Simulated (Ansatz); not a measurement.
PbSe:
```yaml
crystal:
  lattice:
    - [0.00000, 3.10860, 3.10860]
    - [3.10860, 0.00000, 3.10860]
    - [3.10860, 3.10860, 0.00000]
  atoms:
    - { symbol: Pb, position: [0.50000, 0.50000, 0.50000] }
    - { symbol: Se, position: [0.00000, 0.00000, 0.00000] }
```

Relaxed with PBE. Special points in fractions of this cell's reciprocal vectors: Γ (0.000, 0.000, 0.000); X (0.500, 0.000, 0.500); U (0.625, 0.250, 0.625); K (0.375, 0.375, 0.750); L (0.500, 0.500, 0.500); W (0.500, 0.250, 0.750).

**Question.** List the band energies nearest the valence-band maximum at these points for PBE (plane waves, PAW; program Ansatz).

**Answer.** In eV from the valence-band maximum; about four levels below and three above (degenerate sets whole), none deeper than 8.9 eV; points with the same levels are listed once.

```csv
k,below,above
Γ,-6.34 -1.64 -1.64 -1.64,4.64 4.64 4.64
X,-7.27 -4.57 -2.92 -2.92,3.92 5.46 5.46
U,-7.83 -4.19 -2.44 -2.18,3.40 3.98 5.35
L,-8.51 -1.27 -1.27 0.00,0.43 1.82 1.82
W,-7.81 -3.86 -3.86 -0.68,1.95 4.94 4.94
```

Space group Fm-3m (rock salt). The PBE relaxation kept the symmetry of its start. Scalar-relativistic: spin–orbit coupling is off unless named, which matters more the heavier the elements.

Potentials: the later of the program's two PAW sets.
